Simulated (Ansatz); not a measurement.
BW2:
```cif
data_B4W8
_chemical_formula_sum 'B4 W8'
_space_group_name_H-M_alt 'I4/mcm'
_space_group_IT_number 140
_space_group_name_Hall '-I 4 2c'
_cell_length_a 5.50380
_cell_length_b 5.50380
_cell_length_c 4.72505
_cell_angle_alpha 90.000
_cell_angle_beta 90.000
_cell_angle_gamma 90.000
loop_
_atom_site_label
_atom_site_type_symbol
_atom_site_symmetry_multiplicity
_atom_site_Wyckoff_symbol
_atom_site_fract_x
_atom_site_fract_y
_atom_site_fract_z
_atom_site_occupancy
B1 B 4 a 0.00000 0.00000 0.25000 1
W1 W 8 h 0.16994 0.33006 0.00000 1
```
(The calculation used a cell of 6 atoms; values per cell refer to that cell.)

Relaxed at zero pressure with DFT-LDA in the program Ansatz with PAW potentials.

**Question.** The volume is lowered by 9 % and shape and atoms relax at that volume. What pressure results, and how do the axes share the change?

**Answer.** 41.2 GPa; a -3.1 %, b -3.1 %, c -3.1 %; the energy rises by 128 meV/atom.

**Question.** Give the new structure.

**Answer.** 
Space group I4/mcm (No. 140); a = 5.3322 Å, b = 5.3322 Å, c = 4.5809 Å, α = 90.00°, β = 90.00°, γ = 90.00°

```tsv
atom	site	symmetry	x	y	z
B	4a	422	0.0000	0.0000	0.2500
W	8h	m.2m	0.1692	0.3308	0.0000
```

The phase is kept; no other phase was compared at this pressure.

The workflow started from a Materials Project entry (that database holds measured and hypothetical structures alike); the Crystallography Open Database files this formula in space group No. 140, but the cells were not matched. Whether it is the stable phase at ambient conditions was not checked. The cell was relaxed with LDA under the symmetry of its start. At this level the phase is dynamically unstable (imaginary phonons). No spin polarisation was allowed. Scalar-relativistic: spin–orbit coupling is off unless named, which matters more the heavier the elements.

Potentials: the later of the program's two PAW sets.
